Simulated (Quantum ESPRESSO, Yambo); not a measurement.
At a photon energy of 7.75 eV, RPA with local fields on PBEsol bands shifted by a G0W0 scissor of 1.98 eV (Quantum ESPRESSO and Yambo; 4×4×4 mesh, 80 bands, 3 Ry local-field block, 0.2 eV broadening) gives ε = 2.8 + 2.44i for CsOH (space group Cmc2_1, No. 36), field along x. Axes are Cartesian, with cell vectors (Å) (2.16, -5.69, 0.00), (2.16, 5.69, 0.00), (0.00, 0.00, 4.50).

### Question
Work out n, κ, the normal-incidence reflectivity, the absorption coefficient and the penetration depth.

### Answer
|ε| = 3.71; n = √((|ε| + ε1)/2) = 1.80, κ = √((|ε| − ε1)/2) = 0.68. R = ((n − 1)² + κ²)/((n + 1)² + κ²) = 0.13. α = 2Eκ/(ħc) with ħc = 197.327 eV nm: 0.0531 per nm = 5.3 × 10⁵ per cm, a 1/e depth of 19 nm. The computed direct gap is 5.70 eV, and the energy scale of the real crystal may differ from it. Excitonic effects are left out, and values at one energy depend on mesh and broadening. The scissor comes from a G0W0 run whose convergence isn't established. Convergence of the RPA response with its 4×4×4 mesh was not tested.

Geometry of the Materials Project entry, not relaxed at this level; primitive cell a = 6.088 Å, b = 6.088 Å, c = 4.504 Å, α = 90.00°, β = 90.00°, γ = 138.41°.

The structure is a Materials Project entry; no match was found in the copy of COD used, and its stability was not checked.
